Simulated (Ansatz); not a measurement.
AlP:
Space group P6₃/mmc (No. 194); a = b = 3.570 Å, c = 5.757 Å, α = β = 90.00°, γ = 120.00°

```
atom  site  symmetry       x       y       z
----  ----  --------  ------  ------  ------
Al      2a      -3m.  0.0000  0.0000  0.0000
P       2c      -6m2  0.3333  0.6667  0.2500
```

Relaxed at zero pressure with PBEsol (plane waves, PAW; program Ansatz).

### Question
The volume is raised by 9 % and shape and atoms relax at that volume. What pressure results, and how do the axes share the change?

### Answer
-7.9 GPa; a 3.1 %, b 3.1 %, c 2.5 %; the energy rises by 38 meV/atom.

### Question
Give the new structure.

### Answer

Space group P6₃/mmc (No. 194); a = 3.682 Å, b = 3.682 Å, c = 5.898 Å, α = 90.00°, β = 90.00°, γ = 120.00°

```json
[
 {"atom": "Al", "site": "2a", "symmetry": "-3m.", "x": "0.0000", "y": "0.0000", "z": "0.0000"},
 {"atom": "P", "site": "2c", "symmetry": "-6m2", "x": "0.3333", "y": "0.6667", "z": "0.2500"}
]
```

The phase is kept; no other phase was compared at this pressure.

Space group P6_3/mmc (NiAs type). The start of the workflow was typed in or built on a structure type; neither database checked (COD, Materials Project) lists it. It is not the phase usual at ambient conditions (space group No. 216). The PBEsol relaxation kept the symmetry of its start; of distortions, only those at the zone centre were tested.

Potentials: the earlier of the program's two PAW sets.
